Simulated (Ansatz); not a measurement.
HfN:
```cif
data_Hf4N4
_chemical_formula_sum 'Hf4 N4'
_space_group_name_H-M_alt 'Fm-3m'
_space_group_IT_number 225
_space_group_name_Hall '-F 4 2 3'
_cell_length_a 4.50184
_cell_length_b 4.50184
_cell_length_c 4.50184
_cell_angle_alpha 90.000
_cell_angle_beta 90.000
_cell_angle_gamma 90.000
loop_
_atom_site_label
_atom_site_type_symbol
_atom_site_symmetry_multiplicity
_atom_site_Wyckoff_symbol
_atom_site_fract_x
_atom_site_fract_y
_atom_site_fract_z
_atom_site_occupancy
Hf1 Hf 4 a 0.00000 0.00000 0.00000 1
N1 N 4 b 0.50000 0.50000 0.50000 1
```
(The calculation used a cell of 2 atoms; values per cell refer to that cell.)

Relaxed with PBEsol.

Q: Which orbitals make up the states near the Fermi level in PBEsol in the plane-wave PAW code Ansatz?

A: Within 0.5 eV of the Fermi level: Hf 5d 76 %, N 2p 19 %. Projections are on Löwdin-orthogonalised atomic valence shells; empty p or d shells of many metals are not among them.

Q: Tabulate the density of states.

A: States/eV per cell of 2 atoms, in 0.25 eV bins, energy from the Fermi level.

| E (eV) | total | Hf 5d | N 2p | Hf 6s |
|---|---|---|---|---|
| -7.85 | 0.66 | 0.22 | 0.34 | 0.07 |
| -7.60 | 0.87 | 0.27 | 0.46 | 0.09 |
| -7.35 | 0.89 | 0.26 | 0.49 | 0.09 |
| -7.10 | 0.95 | 0.25 | 0.55 | 0.10 |
| -6.85 | 0.93 | 0.22 | 0.56 | 0.10 |
| -6.60 | 0.68 | 0.16 | 0.42 | 0.06 |
| -6.35 | 0.58 | 0.14 | 0.37 | 0.04 |
| -6.10 | 1.44 | 0.47 | 0.90 | 0.03 |
| -5.85 | 2.59 | 0.82 | 1.66 | 0.02 |
| -5.60 | 3.93 | 1.11 | 2.61 | 0.01 |
| -5.35 | 2.74 | 0.84 | 1.77 | 0.01 |
| -5.10 | 1.75 | 0.56 | 1.11 | 0.00 |
| -4.85 | 1.35 | 0.42 | 0.87 | 0.00 |
| -4.60 | 1.09 | 0.32 | 0.73 | 0.00 |
| -4.35 | 0.90 | 0.24 | 0.62 | 0.00 |
| -4.10 | 0.74 | 0.17 | 0.54 | 0.00 |
| -3.85 | 0.53 | 0.09 | 0.41 | 0.00 |
| -3.60 | 0.21 | 0.03 | 0.17 | 0.00 |
| -3.35 | 0.14 | 0.03 | 0.10 | 0.00 |
| -3.10 | 0.12 | 0.04 | 0.07 | 0.00 |
| -2.85 | 0.11 | 0.06 | 0.04 | 0.00 |
| -2.60 | 0.14 | 0.09 | 0.05 | 0.00 |
| -2.35 | 0.18 | 0.12 | 0.05 | 0.00 |
| -2.10 | 0.21 | 0.15 | 0.06 | 0.00 |
| -1.85 | 0.25 | 0.18 | 0.07 | 0.00 |
| -1.60 | 0.29 | 0.21 | 0.07 | 0.00 |
| -1.35 | 0.33 | 0.24 | 0.08 | 0.00 |
| -1.10 | 0.37 | 0.27 | 0.08 | 0.00 |
| -0.85 | 0.41 | 0.31 | 0.09 | 0.00 |
| -0.60 | 0.47 | 0.35 | 0.09 | 0.00 |
| -0.35 | 0.54 | 0.42 | 0.10 | 0.01 |
| -0.10 | 0.59 | 0.45 | 0.11 | 0.01 |
| 0.15 | 0.62 | 0.47 | 0.12 | 0.01 |
| 0.40 | 0.64 | 0.48 | 0.12 | 0.01 |
| 0.65 | 0.67 | 0.51 | 0.12 | 0.01 |
| 0.90 | 0.72 | 0.54 | 0.13 | 0.02 |
| 1.15 | 0.73 | 0.56 | 0.12 | 0.02 |
| 1.40 | 0.73 | 0.56 | 0.12 | 0.02 |
| 1.65 | 0.75 | 0.58 | 0.11 | 0.02 |
| 1.90 | 0.81 | 0.62 | 0.12 | 0.02 |
| 2.15 | 0.88 | 0.68 | 0.12 | 0.03 |
| 2.40 | 1.01 | 0.77 | 0.13 | 0.04 |
| 2.65 | 1.17 | 0.88 | 0.15 | 0.05 |
| 2.90 | 1.30 | 0.98 | 0.18 | 0.05 |
| 3.15 | 1.46 | 1.10 | 0.20 | 0.06 |
| 3.40 | 1.83 | 1.39 | 0.25 | 0.06 |
| 3.65 | 2.09 | 1.62 | 0.28 | 0.07 |
| 3.90 | 1.72 | 1.35 | 0.20 | 0.07 |
| 4.15 | 1.61 | 1.25 | 0.18 | 0.07 |
| 4.40 | 1.59 | 1.21 | 0.17 | 0.09 |
| 4.65 | 1.56 | 1.17 | 0.17 | 0.10 |

The cell was relaxed with PBEsol under the symmetry of its start; of distortions, only those at the zone centre were tested. The run is not spin-polarised. With an odd number of electrons in the cell and no spin polarisation, the count alone makes it a metal. Spin–orbit coupling is left out wherever it is not named.

Potentials: the earlier of the program's two PAW sets.
